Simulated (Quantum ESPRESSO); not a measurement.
**Kohn-Sham bands of Ca3SnO (anti-perovskite)**

```
Ca3SnO
1.0
    4.82649     0.00000     0.00000
    0.00000     4.82649     0.00000
    0.00000     0.00000     4.82649
Ca Sn O
3 1 1
Direct
  0.50000   0.00000   0.50000
  0.00000   0.50000   0.50000
  0.50000   0.50000   0.00000
  0.00000   0.00000   0.00000
  0.50000   0.50000   0.50000
```

Structure: Materials Project mp-29241, symmetrised, not relaxed again. COD (Crystallography Open Database) has an entry of this formula and space group (matched by these alone). Computed values, not measurements, from PBEsol: Quantum ESPRESSO (norm-conserving PseudoDojo potentials, cutoff 68 Ry, no spin polarisation, no spin-orbit coupling) on a Γ-centred 4×4×4 mesh, then Wannier90. Density: 6×6×6 mesh, cold smearing 0.01 Ry. Spin-orbit coupling is left out although heavy elements are present.

Energies are relative to the Fermi level; weights are on the orthonormalised atomic waves of the pseudopotential files, averaged over the group. 50 electrons a cell are treated as valence.

```csv
bands,from (eV),to (eV),filling,weight on atomic waves
1–3,-41.21,-41.12,filled,___
4–12,-23.09,-22.10,filled,___
13–17,-20.55,-20.53,filled,___
18,-18.73,-17.78,filled,___
19,-7.66,-6.68,filled,___
20–22,-5.34,-4.16,filled,___
```

Question: Which atomic shells make up each group?

Answer: 
- 1–3, weight on atomic waves: Ca 3s 98 %
- 4–12, weight on atomic waves: Ca 3p 98 %
- 13–17, weight on atomic waves: Sn 4d 100 %
- 18, weight on atomic waves: O 2s 85 %, Ca 3p 9 %, Ca 4s 5 %
- 19, weight on atomic waves: Sn 5s 76 %, Ca 4s 20 %
- 20–22, weight on atomic waves: O 2p 86 %, Ca 4s 5 %

No gap over 0.05 eV opens at the Fermi level at this level of theory; semilocal functionals close the gap of some real semiconductors.
